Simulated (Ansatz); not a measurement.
One crystal and one scan (energy against volume) at two levels, PBE (plane waves to 420 eV, PAW, scalar-relativistic; Ansatz, a first-principles code) and PBEsol (plane waves to 420 eV, PAW, scalar-relativistic; Ansatz), each from its own relaxed cell and on its own mesh. The cell shown is that of PBE.

LiTaO3 (LiNbO3 type, space group R3c)

```
LiTaO3
1.0
    2.59549     1.49851     4.63811
   -2.59549     1.49851     4.63811
    0.00000    -2.99701     4.63811
Li Ta O
2 2 6
Cartesian
  0.00000   0.00000   9.82222
  0.00000   0.00000   2.86505
  0.00000   0.00000  13.74624
  0.00000   0.00000   6.78907
 -0.63146   1.45702   8.14400
  1.57755  -0.18165   8.14400
 -0.94609  -1.27537   8.14400
  1.01794   1.31685   5.82494
  0.63146  -1.53999   5.82494
 -1.64940   0.22314   5.82494
```

This relaxed cell (volume V₀) is scaled evenly in all directions, its shape held. The atoms relax within the cell's symmetry.

E stands for the smeared free energy. LiTaO3 is run without spin polarisation. LiTaO3 was relaxed with its symmetry unable to fall. Spin-orbit coupling is left out, though Ta is heavy. The PAW data are Ansatz's earlier set. With the shape held, the modulus is that of even scaling; a crystal free to change shape is softer. Percentages come from the unrounded values. Both scans cover V/V₀ from 0.900 to 1.100.

Results of PBE:

Lattice constant a (Å): 5.191
Lattice constant c (Å): 13.91
Relaxed volume (Å³/atom): 10.82
Pressure at the smallest volume (GPa): 16.2
Energy cost of the largest compression (meV/atom): 50.3
Energy cost of the largest expansion (meV/atom): 31.4
Bulk modulus at fixed cell shape B₀ (third-order Birch-Murnaghan fit) (GPa): 116.3
Pressure derivative B₀′ (fit): 5.9
Pressure for 5 % compression (fit) (GPa): 6.9

**Question.** Estimate the PBEsol values.

**Answer.** 
| quantity | PBEsol | PBE − PBEsol |
|---|---|---|
| Lattice constant a (Å) | 5.139 | +0.052 (+1.0 %) |
| Lattice constant c (Å) | 13.76 | +0.15 (+1.1 %) |
| Relaxed volume (Å³/atom) | 10.49 | +0.33 (+3.1 %) |
| Pressure at the smallest volume (GPa) | 16.8 | -0.6 (-3 %) |
| Energy cost of the largest compression (meV/atom) | 50.8 | -0.5 (-1.1 %) |
| Energy cost of the largest expansion (meV/atom) | 33.8 | -2.4 (-7.0 %) |
| Bulk modulus at fixed cell shape B₀ (third-order Birch-Murnaghan fit) (GPa) | 125.2 | -8.9 (-7.1 %) |
| Pressure derivative B₀′ (fit) | 5.1 | +0.8 (+17 %) |
| Pressure for 5 % compression (fit) (GPa) | 7.3 | -0.4 (-5 %) |

PBE gives the higher value for: lattice constant a; lattice constant c; relaxed volume; pressure derivative B₀′. PBE gives the lower value for: pressure at the smallest volume; energy cost of the largest expansion; bulk modulus at fixed cell shape B₀; pressure for 5 % compression. They agree on: energy cost of the largest compression (within 1.5 %). Neither level is exact: the differences show how much the result hangs on the functional.

(Under strain, the slope of the energy per volume gives the stress and its curvature an elastic modulus.)
